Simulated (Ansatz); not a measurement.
Given:

Ge$_{2}$W:
Space group Cmcm (No. 63); a = 4.2796 Å, b = 13.1373 Å, c = 3.3847 Å, α = β = γ = 90.00°

| atom | site | symmetry | x | y | z |
|---|---|---|---|---|---|
| Ge | 4c | m2m | 0.0000 | 0.0755 | 0.2500 |
| Ge | 4c | m2m | 0.0000 | 0.2380 | 0.7500 |
| W | 4c | m2m | 0.0000 | 0.4009 | 0.2500 |
(The calculation used a cell of 6 atoms; values per cell refer to that cell.)

This is the PBE-relaxed structure.

All from plane-wave PAW PBE (Ansatz code), unless another level is named. Give the electronic character.

metallic (no gap).

Next, the density of states at the Fermi level?

0.41 states/eV per atom (mean over ±0.08 eV).

The cell is a constructed one: a structure type filled with these elements; neither database checked (COD, Materials Project) lists it. COD files the formula under space group No. 139, so this cell is another polymorph or a model. Whether it is the stable phase at ambient conditions was not checked. Symmetry was held in the PBE relaxation; its stability against distortions is not shown here. No spin polarisation was allowed. Spin–orbit coupling is left out wherever it is not named.

Potentials: the later of the program's two PAW sets.
